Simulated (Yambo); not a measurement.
# Optical response of YB2

```
CELL_PARAMETERS angstrom
      3.30084     0.00000     0.00000
     -1.65042     2.85861     0.00000
      0.00000     0.00000     3.86250
ATOMIC_POSITIONS crystal
  B  0.33333 0.66667 0.50000
  B  0.66667 0.33333 0.50000
  Y  0.00000 0.00000 0.00000
```

Yambo, RPA with local fields on PBEsol bands; 18×18×14 mesh, 49 bands, 4 Ry local-field block, 0.25 eV broadening; field along x.

| E (eV) | Im ε | Im ε, independent particles |
|---|---|---|
| 0.6 | 1.61 | 1.65 |
| 1.2 | 5.47 | 5.67 |
| 1.9 | 7.41 | 7.59 |
| 2.5 | 5.46 | 5.57 |
| 3.1 | 6.09 | 6.22 |
| 3.8 | 7.02 | 7.21 |
| 4.4 | 8.19 | 8.39 |
| 5.0 | 8.05 | 8.19 |
| 5.6 | 7.49 | 7.60 |
| 6.2 | 7.72 | 7.82 |
| 6.9 | 8.12 | 8.21 |
| 7.5 | 7.79 | 7.86 |
| 8.1 | 6.90 | 6.94 |
| 8.8 | 5.96 | 6.01 |
| 9.4 | 5.59 | 5.65 |
| 10.0 | 4.44 | 4.47 |
| 10.6 | 3.19 | 3.19 |
| 11.2 | 2.55 | 2.54 |
| 11.9 | 2.10 | 2.07 |
| 12.5 | 1.73 | 1.69 |
| 13.1 | 1.40 | 1.37 |
| 13.8 | 1.18 | 1.14 |
| 14.4 | 0.97 | 0.91 |
| 15.0 | 0.87 | 0.80 |
| 15.6 | 0.79 | 0.70 |
| 16.2 | 0.69 | 0.62 |
| 16.9 | 0.54 | 0.50 |
| 17.5 | 0.51 | 0.48 |
| 18.1 | 0.36 | 0.36 |
| 18.8 | 0.39 | 0.39 |
| 19.4 | 0.34 | 0.37 |
| 20.0 | 0.36 | 0.41 |

Only interband transitions are included: the Drude term is missing, so nothing below about 0.6 eV and no real part is shown. Structure narrower than a few tenths of an eV can come from the finite k mesh.

Geometry of the Materials Project entry, not relaxed at this level.
